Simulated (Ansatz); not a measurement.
MoTe₂ (2H-MoS2 type, space group P6_3/mmc)

Space group P6₃/mmc (No. 194); a = b = 3.542 Å, c = 14.182 Å, α = β = 90.00°, γ = 120.00°

| atom | site | symmetry | x | y | z |
|---|---|---|---|---|---|
| Mo | 2d | -6m2 | 0.6667 | 0.3333 | 0.2500 |
| Te | 4f | 3m. | 0.3333 | 0.6667 | 0.1235 |

E(V) scan at fixed shape, V₀ the volume above. The atoms relax within the cell's symmetry.

Level of theory: r2SCAN+rVV10 (plane waves to 500 eV, PAW, scalar-relativistic; Ansatz, a program for electronic structure). k mesh 11×11×3 (Γ-centred), Fermi-Dirac smearing 0.05 eV. Energies are smeared free energies. MoTe2 is run without spin polarisation. MoTe2 was relaxed with its symmetry unable to fall. Spin-orbit coupling is left out, though Te is heavy. The PAW data are Ansatz's earlier set. ΔE is measured from the relaxed starting cell.

Q: Give the computed ΔE (meV/atom) at V/V₀ = 0.940, 0.985, 1.015, 1.030, 1.045, 1.060.

A: 
| V/V₀ | ΔE (meV/atom) |
|---|---|
| 0.940 | 14.9 |
| 0.985 | 0.8 |
| 1.015 | 0.8 |
| 1.030 | 3.1 |
| 1.045 | 6.8 |
| 1.060 | 11.8 |

(A scan under strain: stresses follow from slopes of the energy per volume, elastic moduli from its curvatures.)
